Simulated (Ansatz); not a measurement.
Relaxed Al₂Cu (Al2Cu type, space group I4/mcm):

```
CELL_PARAMETERS angstrom
     -3.02971     3.02971     2.43697
      3.02971    -3.02971     2.43697
      3.02971     3.02971    -2.43697
ATOMIC_POSITIONS crystal
  Al 0.65828 0.15828 0.81655
  Al 0.84172 0.65828 0.50000
  Al 0.15828 0.34172 0.50000
  Al 0.34172 0.84172 0.18345
  Cu 0.25000 0.25000 0.00000
  Cu 0.75000 0.75000 0.00000
```

All values below come from PBE (plane waves to 420 eV, PAW, scalar-relativistic; Ansatz, an electronic-structure program). k mesh 10×10×10 (Γ-centred), Fermi-Dirac smearing 0.05 eV. With partly filled bands, energies and forces of such displacements shift with the k mesh and the smearing. Al2Cu is run without spin polarisation. Al2Cu was relaxed with its symmetry unable to fall. The PAW data are Ansatz's earlier set.

One atom of the cell was then moved (with its periodic images), all else fixed, and the forces (eV/Å) came out as:

```csv
atom,Fx,Fy,Fz
Al1,0.013,0.035,-0.055
Al2,-0.037,0.037,0.631
Al3,0.035,-0.035,-0.243
Al4,-0.035,-0.013,-0.055
Cu5,-0.093,-0.117,-0.139
Cu6,0.117,0.093,-0.139
```

Question: Which atom was moved, and by which vector (Å)?

Answer: Al2, by (0.00, 0.00, -0.16), 0.16 Å in all.

(A displaced cell: forces are minus the slopes of the energy, force constants its curvatures, and phonons follow from these.)
